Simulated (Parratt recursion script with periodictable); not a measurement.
# How fast does roughness lower the EUV peak of a Si/Mo multilayer on Si?

```
layer, from the top  thickness (Å)  density (g/cm³)  rms roughness of its top face (Å)  δ at 13.5 nm  β at 13.5 nm
-------------------  -------------  ---------------  ---------------------------------  ------------  ------------
Si (in each period)           37.4            2.313                             varied  9.927 × 10⁻⁴      0.001813
Mo (in each period)           30.6           10.026                             varied       0.07476      0.006314
Si (substrate)                   –            2.313                                  2  9.927 × 10⁻⁴      0.001813
```

The refractive index is n = 1 − δ + iβ; the runs take δ and β at each wavelength of the scan. Vacuum lies above.

Densities are inputs, not measurements. They were set from computed cells of the Materials Project: Si from entry mp-149 (Fd-3m, 2.313 g/cm³); Mo from entry mp-129 (Im-3m, 10.026 g/cm³). A layer's crystal structure does not enter its constants, only its composition and density.

Model: EUV and soft X-ray reflectivity, Parratt recursion, Névot-Croce roughness, Henke tables. Program: Parratt recursion script with periodictable 1.7.1.

Light falls along the surface normal, where s and p polarisation coincide. The wavelength is scanned from 12.42 to 14.58 nm in 161 evenly spaced points, without smoothing. The peak is the highest scan point; its wavelength and height come from a parabola through R at that point and its two neighbours.

The pair is repeated 40 times. The runs differ only in σ, the roughness on top of both layers of each period; the substrate's stays as listed.

| σ (Å) | peak λ (nm) | peak R (%) |
|---|---|---|
| 0 | 13.269 | 72.9 |
| 2 | 13.266 | 72.4 |
| 6 | 13.245 | 68.2 |
| 9 | 13.223 | ? |

Q: Estimate the peak reflectivity at σ = 9 Å from a line of ln R against σ², and compare with the factor exp[−(2πσ/D)²] for one weak reflection.

A: With R₀ = 72.9 % of the first row, ln(R/R₀) is 0.0000 at σ² = 0, −0.0069 at σ² = 4, −0.0666 at σ² = 36 Å². A least-squares line has slope −0.00186 Å⁻² and intercept 0.0002, which gives 62.7 % at σ² = 81 Å². For D = 68 Å, (2π/D)² = 0.00854 Å⁻², and that slope from the first row gives 36.5 %.

The run gave 61.3 %, so the line misses by 1.4 points. The fitted slope is 0.22 of (2π/D)² in size.
